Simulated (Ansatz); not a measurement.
LiPd (CsCl type, Pm-3m), PBE (plane waves, PAW; program Ansatz), all energies at zero smearing, with the estimated change up to a 700 eV cutoff added, with one set of potentials and settings (totals compare only within such a set). Cell of 2 atoms (1 Li, 1 Pd): -7178.376 eV.

```tsv
element	reference phase	E (eV/atom)
Li	Fm-3m, 1 atoms in the cell	-204.6902
Pd	Fm-3m, 1 atoms in the cell	-6972.8544
```

Formation energy per atom, worked out: (-7178.376 − 1×(-204.6902) − 1×(-6972.8544))/2 = -0.416 eV/atom (-40 kJ per mol of atoms), at 0 K, without zero-point energy or fitted corrections.

The workflow started from an entry of the Crystallography Open Database (COD), which files this formula under 2 space groups. Its standing as an ambient phase is unchecked. The cell was relaxed with PBE under the symmetry of its start; whether a distortion lowers the energy is not shown. No spin polarisation was allowed. The references are the lowest solids computed at this level, not always the standard phases.

Potentials: the later of the program's two PAW sets.
